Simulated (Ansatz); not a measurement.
rocksalt-structured BiOs

Level of theory: DFT, r²SCAN, scalar-relativistic, no spin polarisation; plane waves to 500 eV with PAW datasets (Ansatz 0.2.0), 10×10×10 k-mesh, Gaussian smearing of 0.05 eV; PAW files: Ansatz's generated set soft_2.

```
CELL_PARAMETERS angstrom
0.00000 2.77117 2.77117
2.77117 0.00000 2.77117
2.77117 2.77117 0.00000
ATOMIC_POSITIONS crystal
Os 0.50000 0.50000 0.50000
Bi 0.00000 0.00000 0.00000
```

This is a trial structure made by placing the elements on a prototype's sites, so it needn't be the stable form.

The cell above was scaled in volume, its shape and atoms being fixed by the lattice's symmetry. Energies are counted from the cell above.

The cell is relaxed to zero pressure at this level.

```csv
V (Å³/atom),ΔE (meV/atom),P from the stress (GPa)
20.430,15.89,6.26
20.855,3.79,2.94
21.281,0.00,0.00
21.707,3.53,-2.59
22.132,13.53,-4.89
22.771,39.11,-7.86
```

Do the energies and the pressures agree? Compare −ΔE/ΔV between neighbouring points (1 meV/Å³ = 0.1602 GPa) with the mean of their pressures.

| interval (Å³/atom) | −ΔE/ΔV (GPa) | mean P (GPa) |
| --- | --- | --- |
| 20.43 to 20.86 | 4.6 | 4.6 |
| 20.86 to 21.28 | 1.4 | 1.5 |
| 21.28 to 21.71 | -1.3 | -1.3 |
| 21.71 to 22.13 | -3.8 | -3.7 |
| 22.13 to 22.77 | -6.4 | -6.4 |
They differ by 0.05 GPa at most.

What do the two routes give for V0, B0 and B0′?

A third-order Birch–Murnaghan fit of the energies: V0 = 21.28 Å³/atom, B0 = 138 GPa, B0′ = 5.1. A polynomial of P in ln V, with B = −dP/d ln V at P = 0: V0 = 21.28 Å³/atom, B0 = 138 GPa, B0′ = 5.2.

B0·V0 = 137.8 GPa × 21.28 Å³ = 18.31 eV/atom sets the scale: near the minimum ΔE ≈ ½ B0 V0 x², with x = V/V0 − 1, and a pressure of 1.4 GPa squeezes the volume by about 1 %. At the ends of the curve: x = −4.0 % predicts 14.6 meV/atom and the run gives 15.9; x = +7.0 % predicts 44.9 meV/atom and the run gives 39.1. The curve is steeper than the parabola on the compressed side and flatter on the expanded side: the bulk modulus rises with pressure.

Scalar-relativistic only: spin–orbit splittings of the heavy atoms' levels are missing. The run is a metal.
